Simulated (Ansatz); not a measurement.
YSe2 in the fluorite structure

Computed with Ansatz (plane waves, PAW, 420 eV cutoff): PBE, scalar-relativistic, no spin polarisation, Γ-centred 8×8×8 mesh, 0.05 eV Gaussian smearing. The datasets are Ansatz's generated set soft_2.

```
Y Se
1.0
     0.00000    3.42941    3.42941
     3.42941    0.00000    3.42941
     3.42941    3.42941    0.00000
Y Se
1 2
Direct
  0.00000 0.00000 0.00000
  0.25000 0.25000 0.25000
  0.75000 0.75000 0.75000
```

The start was a prototype's sites filled with these elements, not a measured cell.

The run above is the reference. The same cell was run again with other input settings; several of them aren't fit for production, so the rows show the settings' effect and aren't properties of the material.

| keys changed | outcome | ΔE (meV/atom) | P (GPa) | gap on the mesh (eV) | cell moment (μB) | largest force component (eV/Å) | SCF iterations | rough core-seconds | new warnings |
| --- | --- | --- | --- | --- | --- | --- | --- | --- | --- |
| none (reference) | converged | 0.0 | 0.0 | metal | – | 0.000 | – | – | – |
| kpoints.mp_grid.grid: [8, 8, 8] → [4, 4, 4] | converged | 5.6 | -0.1 | metal | – | 0.000 | 6 | 1.7 | – |
| kpoints.mp_grid.grid: [8, 8, 8] → [6, 6, 6]; accuracy: "low" | converged | -4.8 | -0.1 | metal | – | 0.000 | 6 | 2.7 | – |
| scf.algorithm: "density_mixing"; hamiltonian.dispersion: "d3bjatm"; basis.ecutwfc: 420 → "300 eV" | converged | – | -2.0 | metal | – | 0.000 | 6 | 2.6 | cutoff below recommended |
| hamiltonian.xc: "pbe" → "lda"; scf.occupations.method: "gaussian" → "cold"; scf.occupations.width: 0.05 → 0.1 | converged | – | -4.5 | metal | – | 0.000 | 5 | 2.9 | – |
| scf.occupations.width: 0.05 → null; scf.occupations.method: "gaussian" → "tetrahedron" | converged | -1.4 | 0.0 | metal | – | 0.000 | 7 | 4 | band table not solved further; tetrahedron derivatives may miss energy slope |
| scf.lower_state_search: "light"; hamiltonian.xc: "pbe" → "r2scan" | converged | – | -0.5 | metal | – | 0.000 | 6 | 7 | cutoff below recommended |

ΔE is the energy with the smearing extrapolated to zero. It is left out where the change alters the Hamiltonian or the spin treatment. The varied runs start from atomic densities (corrected by the program's trained start where that serves), with the default search for lower states unless a row changes it.

**Question.** What happens with these changes: hamiltonian.dispersion: "d3bj"?

**Answer.** outcome converged, P (GPa) -2.2, gap on the mesh (eV) metal, largest force component (eV/Å) 0.000, SCF iterations 6, rough core-seconds 4.

**Question.** What happens with these changes: basis.ecutwfc: 420 → "40.4 Ry"?

**Answer.** outcome converged, ΔE (meV/atom) -0.3, P (GPa) 0.0, gap on the mesh (eV) metal, largest force component (eV/Å) 0.000, SCF iterations 6, rough core-seconds 6.

The pair part of a dispersion correction pulls inward (a three-body part mostly pushes out), and in metals and ionic crystals with large ions it often overbinds.

Of the reference: The cell is a metal with an odd number of electrons, and spin polarisation wasn't tried. A displaced or strained copy of the relaxed cell lay 2.8 meV/atom lower, so the structure isn't a true minimum at this level, unless the mesh, which matters in a metal, makes it so.
